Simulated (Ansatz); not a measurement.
Input file for Ansatz (a quantum-chemistry and plane-wave program):

Ansatz 0.2 input:
```yaml
crystal:
  lattice:
    - [4.0686501945, 0.0, 0.0]
    - [0.0, 4.0686501945, 0.0]
    - [0.0, 0.0, 4.0686501945]
  atoms:
    - { symbol: Cs, position: [0.0, 0.0, 0.0] }
    - { symbol: Cl, position: [0.5, 0.5, 0.5] }
kpoints:
  mp_grid: { grid: [6, 6, 6] }
  band_path:
    path:
      - [[0.0, 0.0, 0.0], [0.0, 0.5, 0.0], [0.5, 0.5, 0.0], [0.0, 0.0, 0.0], [0.5, 0.5, 0.5], [0.0, 0.5, 0.0]]  # Γ-X-M-Γ-R-X
      - [[0.5, 0.5, 0.5], [0.5, 0.5, 0.0]]  # R-M
      - [VBM, CBM]
    npoints: 12
basis: { xc_grid: 2 }
hamiltonian:
  xc: pbesol
  pseudopotentials: { kind: paw }
magnetization: { noncollinear: true, spin_orbit: true }
scf:
  n_extra_bands: 12
  convergence: { dr2_threshold: 0.0000000001 }
  occupations: { method: gaussian, width: 0.01 }
checkpoint: { write: soc.run }
output: { eigenvalues: true }
```

Output (shortened):

```
Pseudopotential: Cs, paw_fr, valence charge 9
Pseudopotential: Cl, paw_fr, valence charge 7
Functional definition: PBEsol
non-collinear run that drives no moment, with spin-orbit …
Crystal: 2 atoms, lattice volume = 67.352 Å³
Basis set: ecut = 420 eV, 1357 PW (Γ), exchange–correlation on 60×60×60 points (8 copies of the dense FFT grid, shifted against one another)
Bands: 28, of which v1, the nominal top of the filled ones, is band 16 counted from 1 (15 counted from 0)
Symmetry: 48 space group operations + 48 with time reversal
k-points: 20 of 216
Projection manifold: j_resolved (fully-relativistic pseudo-atomic orbitals)
SCF iter   1: F=—  HF=-6655.461570 eV  |F-HF|=—  |Δ(HF+E_count)|=         —  Δρ=4.07e-2  dr2=2.16e0  dr2_m=0.00e0 (ungated)  ethr=3.10e-3  |M|=0.00e0 ∫|m|=0.00e0 μB  |m|>n=0.0e0 m-floor=0.0e0 τ_xc=0.0e0  β_m=0.30  ⟨swp⟩=8.4  Hψ=1655  notcnv=0  defer=2
preconditioner: auto → none
SCF iter   2: F=—  HF=-6654.751119 eV  |F-HF|=—  |Δ(HF+E_count)|=   7.10e-1  Δρ=1.08e-2  dr2=1.59e-1  dr2_m=0.00e0 (ungated)  ethr=3.10e-3  |M|=0.00e0 ∫|m|=0.00e0 μB  |m|>n=0.0e0 m-floor=0.0e0 τ_xc=0.0e0  β_m=0.35  ⟨swp⟩=3.0  Hψ=607  notcnv=0  defer=122
SCF iter   3: F=—  HF=-6654.699449 eV  |F-HF|=—  |Δ(HF+E_count)|=   5.17e-2  Δρ=3.70e-3  dr2=1.30e-2  dr2_m=0.00e0 (ungated)  ethr=9.94e-4  |M|=0.00e0 ∫|m|=0.00e0 μB  |m|>n=0.0e0 m-floor=0.0e0 τ_xc=0.0e0  β_m=0.54  ⟨swp⟩=3.3  Hψ=547  notcnv=0  defer=122
SCF iter   4: F=—  HF=-6654.701436 eV  |F-HF|=—  |Δ(HF+E_count)|=   1.99e-3  Δρ=8.71e-4  dr2=5.26e-4  dr2_m=0.00e0 (ungated)  ethr=8.11e-5  |M|=0.00e0 ∫|m|=0.00e0 μB  |m|>n=0.0e0 m-floor=0.0e0 τ_xc=0.0e0  β_m=0.69  ⟨swp⟩=2.2  Hψ=434  notcnv=0  defer=122
SCF iter   5: F=—  HF=-6654.701802 eV  |F-HF|=—  |Δ(HF+E_count)|=   3.66e-4  Δρ=1.27e-4  dr2=1.28e-5  dr2_m=0.00e0 (ungated)  ethr=3.29e-6  |M|=0.00e0 ∫|m|=0.00e0 μB  |m|>n=0.0e0 m-floor=0.0e0 τ_xc=0.0e0  β_m=0.73  ⟨swp⟩=2.8  Hψ=457  notcnv=0  defer=122
SCF iter   6: F=—  HF=-6654.701803 eV  |F-HF|=—  |Δ(HF+E_count)|=   1.25e-6  Δρ=1.70e-5  dr2=1.31e-7  dr2_m=0.00e0 (ungated)  ethr=7.98e-8  |M|=0.00e0 ∫|m|=0.00e0 μB  |m|>n=0.0e0 m-floor=0.0e0 τ_xc=0.0e0  β_m=0.83  ⟨swp⟩=2.0  Hψ=372  notcnv=0  defer=122
SCF iter   7: F=—  HF=-6654.701803 eV  |F-HF|=—  |Δ(HF+E_count)|=   2.92e-7  Δρ=1.59e-6  dr2=2.41e-9  dr2_m=0.00e0 (ungated)  ethr=8.21e-10  |M|=0.00e0 ∫|m|=0.00e0 μB  |m|>n=0.0e0 m-floor=0.0e0 τ_xc=0.0e0  β_m=0.83  ⟨swp⟩=2.0  Hψ=395  notcnv=0  defer=122
SCF iter   8: F=-6654.701803 eV  HF=-6654.701803 eV  |F-HF|=5.28e-11  |Δ(HF+E_count)|=  6.64e-10  Δρ=2.96e-7  dr2=8.97e-11  dr2_m=0.00e0 (ungated)  ethr=1.00e-12  |M|=0.00e0 ∫|m|=0.00e0 μB  |m|>n=0.0e0 m-floor=0.0e0 τ_xc=0.0e0  ⟨swp⟩=10.4  Hψ=1479  notcnv=0
SCF 1 converged in 8 iterations: F = -6654.701803 eV  dr2 = 8.97e-11
NSCF: frozen V_eff on 20 k-points
NSCF: frozen V_eff on 20 k-points
NSCF: frozen V_eff on 20 k-points
NSCF: frozen V_eff on 19 k-points
NSCF: frozen V_eff on 4 k-points
NSCF: frozen V_eff on 3 k-points
NSCF: frozen V_eff on 3 k-points
NSCF: frozen V_eff on 3 k-points
NSCF: frozen V_eff on 3 k-points
NSCF: frozen V_eff on 87 k-points
SCF converged after 8 iterations
Magnetization: |M| = 0.0000 μB,  M = (+0.0000, +0.0000, +0.0000) μB
Absolute magnetization: 0.0000 μB (∫|m|)
  site 0: m = (+0.0000, +0.0000, +0.0000) μB, |m| = 0.0000 μB  (R = 1.45 Å)
  site 1: m = (+0.0000, +0.0000, +0.0000) μB, |m| = 0.0000 μB  (R = 1.45 Å)
Free energy (F): -6654.701803 eV
Harris-Foulkes:  -6654.701803 eV  (|F-HF|=5.28e-11)
Internal energy: -6654.701803 eV  (E = F + TS)
E sigma→0 (E₀):  -6654.701803 eV
Fermi energy:    5.914557 eV
--- Per-component energies (eV) ---
  E_band       = -50.120991
  E_kinetic    = 304.460259
  E_local      = -411.115435  (includes V_loc(G=0)·N_el)
  E_nonlocal   = 60.013267
  E_hartree    = 132.414653
  E_xc         = -279.783081
  E_vxc        = -249.005422  (∫ρ·V_xc dr)
  E_paw        = -5629.400058  (= ΣΔE_a)
  E_vpaw       = -19.303001  (= ΣTr[D̂ρ^β])
  E_aug_tail   = 0.000092  (compensation charges beyond the density's cutoff)
  E_ewald      = -831.514949
  E_core_change = 0.223448  (= ΣΔE_core)
  E_smearing   =  0.000000  (= −TS)
  E_closure    = 0.000000  (closes the sum)
  Σ components = -6654.701803   (vs F -6654.701803, Δ=0.00e0)
  [band-id]    e_kinetic+e_local+e_nonlocal+2·e_hartree+e_vxc+e_vpaw+e_augmentation_tail = -50.120934   (vs E_band -50.120991, Δ=5.75e-5)
--- Band table (eV; the first three rows and the last of 20) ---
  k-point 0: bands = ["-16.0171", "-16.0171", "-8.9482", "-8.9482", "-3.6351", "-3.6351", "-1.9780", "-1.9780", "-1.9780", "-1.9780", "3.1200", "3.1200", "3.3376", "3.3376", "3.3376", "3.3376", "8.4915", "8.4915", "8.4915", "8.4915", "8.5046", "8.5046", …
  k-point 1: bands = ["-15.9926", "-15.9926", "-8.9628", "-8.9628", "-3.6631", "-3.6631", "-2.0770", "-2.0770", "-1.9304", "-1.9304", "2.8501", "2.8501", "3.1581", "3.1581", "3.2622", "3.2622", "8.6843", "8.6843", "9.0942", "9.0942", "9.2581", "9.2581", …
  k-point 2: bands = ["-15.9428", "-15.9428", "-8.9962", "-8.9962", "-3.7356", "-3.7356", "-2.2155", "-2.2155", "-1.8307", "-1.8307", "2.2377", "2.2377", "3.0113", "3.0113", "3.1035", "3.1035", "9.1977", "9.1977", "10.2850", "10.2850", "11.0425", "11.0425", …
  k-point 19: bands = ["-15.7565", "-15.7565", "-8.7637", "-8.7637", "-4.1491", "-4.1491", "-2.6086", "-2.6086", "-2.6086", "-2.6086", "1.9706", "1.9706", "2.0602", "2.0602", "2.0602", "2.0602", "11.8622", "11.8622", "11.8622", "11.8622", "11.8646", …
```

Cost: around 40 core-seconds (rough) on shared cores.

Space group Pm-3m (CsCl type). The cell was relaxed with PBEsol under the symmetry of its start.

Potentials: the later of the program's two PAW sets.

Ansatz is a plane-wave DFT program.
